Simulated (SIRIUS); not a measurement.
Set-up for a self-consistent single point of Ta (C2/m, 1 atom in the cell; from Materials Project mp-50, changed as shown).

```yaml
crystal:
  lattice:
    - [-1.65493, 1.65493, 1.65493]
    - [1.63838, -1.63838, 1.63838]
    - [1.65493, 1.65493, -1.65493]
  atoms:
    - { symbol: Ta, position: [0.00000, 0.00000, 0.00000] }
```

Method: LDA (PW92), GBRV LDA ultrasoft pseudopotentials (plane waves; SIRIUS).

SIRIUS settings:

parameters.ngridk: 14 14 14
parameters.xc_functionals: [XC_LDA_X, XC_LDA_C_PW]
parameters.gk_cutoff: 6.325 1/bohr
parameters.pw_cutoff: 14.143 1/bohr
parameters.smearing: cold
parameters.smearing_width: 0.00183747 Ha
potentials: GBRV LDA ultrasoft pseudopotentials
parameters.electronic_structure_method: pseudopotential
parameters.num_bands: 11
parameters.num_mag_dims: 0
parameters.num_dft_iter: 100
parameters.energy_tol: 1e-07 Ha
parameters.density_tol: 1e-06
mixer.type: broyden2
mixer.beta: 0.7
mixer.use_hartree: true

Results:

- Number of valence electrons = 13
- Number of bands = 11
- Number of k-points after the program's reduction = 744
- Number of plane waves (most at a k-point) = 537
- Number of SCF iterations = 8
- FFT grid = 27 × 27 × 27
- Free energy E − TS = -1931.1035 eV
- Fermi level (on the code's own zero) = 18.31 eV
- Pressure = -10.26 GPa

Stress (GPa, positive for compression):
```
-10.18   -0.47    0.71
 -0.47  -10.42   -0.47
  0.71   -0.47  -10.18
```

For comparison: a first run was changed to give this one (lattice vector b scaled by 0.99), and from it to this one the free energy drops by 9.5 meV/atom and the pressure goes from -12.07 to -10.26 GPa.

The structure comes from a collection of computed structures, made at another level of theory; the collection holds predicted forms beside known ones.

Cost on one core: around 80 core-seconds (rough).
